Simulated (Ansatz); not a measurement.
PbS:
Space group P6₃mc (No. 186); a = 4.093 Å, b = 4.093 Å, c = 7.540 Å, α = 90.00°, β = 90.00°, γ = 120.00°

```
atom  site  symmetry       x       y       z
----  ----  --------  ------  ------  ------
Pb      2a       3m.  0.0000  0.0000  0.4860
S       2b       3m.  0.3333  0.6667  0.1932
```

Relaxed with r²SCAN+D4.

Task: Which orbitals make up the states near the band edges in r²SCAN+D4 (plane waves, PAW; program Ansatz)?

Result: Top 1 eV of the valence band: S 3p 70 %, Pb 6s 19 %, Pb 6p 8 %. Bottom 1 eV of the conduction band: Pb 6p 71 %, S 3s 12 %, S 3p 10 %. Projections are on Löwdin-orthogonalised atomic valence shells; empty p or d shells of many metals are not among them.

Task: Tabulate the density of states.

Result: States/eV per cell of 4 atoms, in 0.25 eV bins, energy from the valence-band maximum.

```tsv
E (eV)	total	S 3p	Pb 6p	Pb 6s
-7.87	2.82	0.40	0.06	2.11
-7.62	0.92	0.12	0.01	0.65
-7.37	0.45	0.06	0.00	0.29
-7.12	0.29	0.03	0.00	0.19
-6.87	0.17	0.01	0.00	0.11
-6.62	0.05	0.00	0.00	0.03
-6.37	0.00	0.00	0.00	0.00
-6.12	0.00	0.00	0.00	0.00
-5.87	0.00	0.00	0.00	0.00
-5.62	0.00	0.00	0.00	0.00
-5.37	0.00	0.00	0.00	0.00
-5.12	0.00	0.00	0.00	0.00
-4.87	0.00	0.00	0.00	0.00
-4.62	0.34	0.19	0.14	0.01
-4.37	2.02	1.19	0.77	0.03
-4.12	3.30	2.00	1.17	0.06
-3.87	2.79	1.72	0.92	0.09
-3.62	2.74	1.74	0.83	0.10
-3.37	2.80	1.90	0.75	0.09
-3.12	3.64	2.63	0.86	0.08
-2.87	4.60	3.49	0.91	0.11
-2.62	4.58	3.66	0.73	0.10
-2.37	3.28	2.67	0.46	0.09
-2.12	4.35	3.53	0.52	0.19
-1.87	3.12	2.46	0.35	0.24
-1.62	2.12	1.54	0.27	0.26
-1.37	1.76	1.25	0.20	0.27
-1.12	3.38	2.45	0.28	0.56
-0.87	1.79	1.28	0.14	0.33
-0.62	0.86	0.59	0.07	0.17
-0.37	0.42	0.29	0.03	0.09
-0.12	0.11	0.07	0.01	0.03
0.13	0.00	0.00	0.00	0.00
0.38	0.00	0.00	0.00	0.00
0.63	0.00	0.00	0.00	0.00
0.88	0.11	0.01	0.08	0.00
1.13	0.40	0.04	0.28	0.01
1.38	1.14	0.12	0.81	0.02
1.63	1.95	0.23	1.37	0.04
1.88	2.17	0.29	1.50	0.05
2.13	1.84	0.26	1.27	0.05
2.38	1.43	0.22	0.98	0.04
2.63	3.17	0.51	2.21	0.05
2.88	3.28	0.54	2.26	0.06
3.13	2.06	0.38	1.42	0.03
3.38	3.41	0.66	2.30	0.02
3.63	5.20	1.13	3.39	0.02
3.88	5.48	1.20	3.63	0.02
4.13	3.42	0.66	2.33	0.01
4.38	3.32	0.66	2.20	0.01
4.63	3.54	0.66	2.34	0.01
4.88	2.67	0.58	1.77	0.00
5.13	2.91	0.76	1.87	0.00
5.38	0.43	0.10	0.30	0.00
```

Space group P6_3mc. The workflow started from a Materials Project entry (that database holds measured and hypothetical structures alike); the Crystallography Open Database copy checked does not list it. It is not the phase usual at ambient conditions (space group No. 225). The cell was relaxed with r²SCAN+D4 under the symmetry of its start; of distortions, only those at the zone centre were tested. Spin–orbit coupling is left out wherever it is not named.

Potentials: the later of the program's two PAW sets.
